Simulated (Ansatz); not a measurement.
CaZn₂In₂, a known structure type with other elements, at an estimated volume

```
In Ca Zn
1.0
     4.28221    0.00000    0.00000
    -2.14110    3.70850    0.00000
     0.00000    0.00000    7.21246
In Ca Zn
2 1 2
Direct
  0.33330 0.66670 0.25830
  0.66670 0.33330 0.74170
  0.00000 0.00000 0.00000
  0.33330 0.66670 0.63030
  0.66670 0.33330 0.36970
```

The numbers come from plane-wave PAW DFT (Ansatz): PBEsol, no spin polarisation, 420 eV, 9×9×5 Γ-centred k points, gaussian occupations (width 0.1268 eV). Nothing was relaxed.

- Stress: The pressure is 4.3 GPa (compression positive), so with the atoms held at these fractions the cell would first expand. The principal stresses 2.5, 5.1, 5.1 GPa differ, so its shape would change too.
- Forces: The largest is on In1 (and as large on other atoms): 0.20 eV/Å, components (0.00, 0.00, 0.20). It makes 72° with the line to a nearest neighbour, Zn5 at 2.60 Å.
- Formation energy: 0.03 eV an atom against the elements' usual phases (free molecules for gases, crystals otherwise, with no correction for O₂ or N₂), too near zero to call. Relaxing would lower it.
- Electronic structure: It is a metal, with about 2.7 states/eV a cell as the mean within 0.25 eV of the Fermi level, mostly In p (75 %).

Origin: a known structure type with other elements, at an estimated volume, so it need not be a known compound.
